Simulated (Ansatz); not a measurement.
YN (zinc blende, space group No. 216) under volume change, DFT-PBEsol in the program Ansatz with PAW potentials, scaled uniformly.

```csv
V (Å³/atom),E − E(relaxed) (meV/atom),P (GPa)
16.238,62.3,13.43
16.773,26.3,8.28
17.308,6.2,3.84
17.844,0.0,-0.01
18.379,5.7,-3.34
18.914,21.8,-6.22
19.449,46.9,-8.71
```

Question: What does a third-order Birch–Murnaghan fit give for V₀, B₀ and B′?

Answer: V₀ = 17.84 Å³/atom, B₀ = 119 GPa, B′ = 3.8.

Space group F-43m (zinc blende). The cell is a constructed one: a structure type filled with these elements; the Crystallography Open Database copy checked does not list it. COD files the formula under space group No. 225, so this cell is another polymorph or a model. Its standing as an ambient phase is unchecked. Symmetry was held in the PBEsol relaxation; its stability against distortions is not shown here. The run is not spin-polarised.

Potentials: the later of the program's two PAW sets.
